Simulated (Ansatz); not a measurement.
One crystal and one scan (frozen-phonon scan) at two levels, PBE (plane waves to 420 eV, PAW, scalar-relativistic; Ansatz, a program for electronic structure) and r2SCAN (plane waves to 500 eV, PAW, scalar-relativistic; Ansatz), each from its own relaxed cell and on its own mesh. The cell shown is that of PBE.

InP (zinc blende)

```
CELL_PARAMETERS angstrom
      0.00000     5.95980     5.95980
      2.97990     2.97990     5.95980
      2.97990     2.97990     0.00000
ATOMIC_POSITIONS crystal
  P  0.00000 0.75000 0.75000
  P  0.50000 0.75000 0.75000
  In 0.00000 0.00000 0.00000
  In 0.50000 0.00000 0.00000
```

The atoms are displaced by Q × the pattern below (from a DFPT mode at X = (0.5, 0.5, 0.0), largest move 1; Q in Å), at fixed cell. It is one choice among 2 degenerate patterns. (q is in reciprocal vectors of the primitive cell; the cell shown is doubled to hold the pattern.)

| atom | x | y | z |
|---|---|---|---|
| P1 | 0.000 | -1.000 | 0.000 |
| P2 | 0.000 | 1.000 | 0.000 |
| In3 | 0.196 | 0.000 | 0.000 |
| In4 | -0.196 | 0.000 | 0.000 |

InP was relaxed with its symmetry unable to fall. The PAW data are Ansatz's earlier set. Percentages come from the unrounded values. Both scans cover Q from -0.280 to 0.280 Å.

Results of PBE:

| Item | Result |
|---|---|
| Lattice constant a (Å) | 5.960 |
| Band gap of the relaxed cell, no spin-orbit coupling (eV) | 0.44 |
| Energy at Q = 0.280 Å (meV/cell) | 913 |
| Harmonic wavenumber from the curvature (finite differences) (cm⁻¹ (negative: imaginary)) | 299 |
| Space group of the distorted cell | C222_1 (No. 20), lowered from F-43m |
| Symmetry of the curve | even: the same for both signs |
| Shape of the curve | a single well with its minimum at or next to zero displacement |

### Question
Estimate the r2SCAN values.

### Answer
| quantity | r2SCAN | PBE − r2SCAN |
|---|---|---|
| Lattice constant a (Å) | 5.907 | +0.053 (+0.9 %) |
| Band gap of the relaxed cell, no spin-orbit coupling (eV) | 1.02 | -0.58 (-57 %) |
| Energy at Q = 0.280 Å (meV/cell) | 1009 | -96 (-9.5 %) |
| Harmonic wavenumber from the curvature (finite differences) (cm⁻¹ (negative: imaginary)) | 314 | -15 (-4.7 %) |

PBE gives the higher value for: lattice constant a. PBE gives the lower value for: band gap of the relaxed cell, no spin-orbit coupling; energy at Q = 0.280 Å; harmonic wavenumber from the curvature. Both give the same space group of the distorted cell: C222_1 (No. 20), lowered from F-43m. Neither level is exact: the differences show how much the result hangs on the functional.

(For displaced atoms, the force is minus the slope of the energy, and its curvature is a force constant, which sets phonon frequencies.)
